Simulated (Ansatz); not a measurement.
Piezoelectric tensor of BeZn5Se6

Method: DFT PBE, scalar-relativistic, plane waves, PAW in Ansatz. Settings: 420 eV plane-wave cutoff, Γ-centred 6×6×4 mesh, fixed occupations. No spin polarisation.

The cell, relaxed at this level:
```
Be Zn Se
1.0
     6.89116    0.00000    0.00000
    -3.44558    5.96792    0.00000
     0.00000    0.00000    6.53779
Be Zn Se
1 5 6
Direct
  0.00000 0.00000 0.00285
  0.66667 0.33333 0.00509
  0.33333 0.66667 0.00509
  0.00000 0.32508 0.50659
  0.67492 0.67492 0.50659
  0.32508 0.00000 0.50659
  0.66667 0.33333 0.38432
  0.33333 0.66667 0.38432
  0.00000 0.00000 0.35023
  0.00000 0.31020 0.88611
  0.68980 0.68980 0.88611
  0.31020 0.00000 0.88611
```

The cell was found from a structure generator's guess, not taken from experiment.

**Question.** Give the relaxed-ion proper piezoelectric stress tensor e_iJ (C/m², Voigt columns xx yy zz yz xz xy).

**Answer.**
```
x   -0.075  0.075  0.000  0.000  0.015  0.000
y    0.000  0.000  0.000  0.015  0.000  0.075
z   -0.007 -0.007 -0.100  0.000  0.000  0.000
```
Signs follow the orientation of the cell as given.

**Question.** With the elastic constants (GPa, Voigt order)
C11 = 100.7, C12 = 42.5, C13 = 31.3, C15 = 0.6, C22 = 100.7, C23 = 31.3, C25 = -0.6, C33 = 119.3, C44 = 25.1, C46 = -0.6, C55 = 25.1, C66 = 29.1 GPa; the others vanish.
find the strain coefficients d = e·C⁻¹ (pC/N).

**Answer.**
```
x   -1.30  1.30  0.00  0.00  0.64  0.00
y    0.00  0.00  0.00  0.64  0.00  2.59
z    0.15  0.15 -0.92  0.00  0.00  0.00
```
